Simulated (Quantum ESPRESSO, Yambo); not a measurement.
MgH$_{2}$ (space group Pca2_1, No. 29). The geometry is that of Materials Project entry mp-569051, symmetrised and not relaxed again. Chain: PBEsol (pw.x of Quantum ESPRESSO, ONCV potentials, scalar-relativistic); G0W0 in Yambo (2×2×2 Γ-centred k mesh, bands 17 to 159 and a 7 Ry block in the screening, 159 bands in G with the Bruneval-Gonze terminator, plasmon pole fitted at 27.2 eV); BSE (4×4×4 mesh, 7 valence and 11 conduction bands, static screening with 63 bands and a 3 Ry block, scissor 1.69 eV, Tamm-Dancoff).

- PBEsol gap (dense path): 2.07 eV
- PBEsol gap Γ → (0, -0.5, 0) on the GW mesh: 2.08 eV
- PBEsol smallest direct gap on the GW mesh, at (0, -0.5, 0): 2.10 eV
- G0W0 direct gap at that point: 3.80 eV
- G0W0 correction to the gap Γ → (0, -0.5, 0): 1.68 eV
- lowest exciton: no binding energy given (see below)

Rough cost of the Yambo steps against G0W0 for 14 states: BSE about 2×.

Nearest settings tried, and what they do to the gap: 105 bands in W, 105 bands in G: -24 meV; 6 Ry block (183 vectors against 251): -61 meV. Not varied: mesh. So the settings aren't converged at that level. The k mesh is coarse. The BSE states are vertical excitations (zero momentum). The lowest state covers only about 1 of the 64 k points, so the mesh doesn't resolve it: its energy and its distance from the direct gap are mesh artefacts. An extended exciton needs a far denser mesh. Axes are Cartesian, with cell vectors (Å) (4.86, 0.00, 0.00), (0.00, 4.65, 0.00), (0.00, 0.00, 4.74).

The structure is a Materials Project entry; no match was found in the copy of COD used, and its stability was not checked.
